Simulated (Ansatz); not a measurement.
C (graphite type, space group P6_3/mmc)

```xyz
4
Lattice="2.4583 0.0000 0.0000 -1.2291 2.1289 0.0000 0.0000 0.0000 6.5648" Properties=species:S:1:pos:R:3 pbc="T T T"
C      0.0000     0.0000     1.6412
C      0.0000     0.0000     4.9236
C      0.0000     1.4193     1.6412
C      1.2291     0.7096     4.9236
```

Two coordinates are scanned: the volume, and the ratio of the stretch along z (the conventional c axis) to the stretch across it. Atoms keep their fractional coordinates.

These are PBEsol-D3(BJ) (plane waves to 420 eV, PAW, scalar-relativistic; Ansatz, an electronic-structure program) values and carry that method's errors. k mesh 15×15×5 (Γ-centred), Fermi-Dirac smearing 0.05 eV. Compression counts positive. With partly filled bands, the response to shear is sensitive to the k mesh, so small differences along c/a are uncertain. C was relaxed with its symmetry unable to fall.

At one point of the scan the stress tensor (GPa) is:

```
   27.7      0.0      0.0
    0.0     27.7      0.0
    0.0      0.0     -1.2
```

Q: Which point is it?
A) V/V₀ = 1.000, (c/a)/(c/a)₀ = 1.120
B) V/V₀ = 0.960, (c/a)/(c/a)₀ = 1.060
C) V/V₀ = 1.080, (c/a)/(c/a)₀ = 1.120
D) V/V₀ = 1.000, (c/a)/(c/a)₀ = 1.060

A: D, V/V₀ = 1.000, (c/a)/(c/a)₀ = 1.060

(A scan under strain: stresses follow from slopes of the energy per volume, elastic moduli from its curvatures.)
